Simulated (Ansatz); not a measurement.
## Response properties of SnTe (Fm-3m)

Conventional cell: a = 6.289 Å, b = 6.289 Å, c = 6.289 Å, α = 90.00°, β = 90.00°, γ = 90.00°. Sn (atom 1) has 6 Te at 3.14 Å as nearest neighbours. Around Te (atom 2) lie 6 Sn at 3.14 Å.

Ansatz runs use the cell relaxed by PAW under their functional.

(1) How stiff is it? (PBEsol, all-electron LAPW in Ansatz 0.2.0, scalar-relativistic; a = 6.289 Å; k mesh 12×12×12, strains of ±0.008, fixed occupations, basis error target 1 meV/atom)

(2) How does it vibrate? (PBEsol, all-electron LAPW in Ansatz 0.2.0, scalar-relativistic; a = 6.288 Å; k mesh 10×10×10, fixed occupations, basis error target 1 meV/atom; q mesh 2×2×2)

(3) How does it screen a field? (PBEsol, PAW on Ansatz 0.2.0's default frozen-core files (fitted under PBE), scalar-relativistic; a = 6.288 Å; k mesh 10×10×10, fixed occupations, cutoff 420 eV)

## Answers

(1) Elastic moduli (Hill averages, relaxed ions; θ_D from sound speeds over directions): B = 47.3 GPa, G = 30.9 GPa, C11 = 137 GPa, C44 = 17.2 GPa, ν = 0.232, θ_D = 215 K.

(2) Harmonic phonons by finite displacements (no LO-TO term; negative means unstable): highest mode = 123 cm⁻¹, lowest at L = 79.2 cm⁻¹, lowest at X = 33.1 cm⁻¹, highest at Γ = 19.8 cm⁻¹.

(3) Dielectric response and Born charges by linear response (direction means): ε∞ = 71.73, largest |Z*| = 7.61 e, ε₀ = 2023.4.

Limits of these numbers: the gap is tiny at this level, and band order or a closed gap can change these values; rock-salt SnTe distorts to a rhombohedral form at low temperature, and its gap hangs on spin-orbit coupling; frozen-core PAW files fitted under PBE, their cores solved anew for the functional of the run (field response); zone-boundary modes aren't tested (field response); field response not resolved by the mesh (field response); semilocal gaps are low, so ε∞ comes out large.
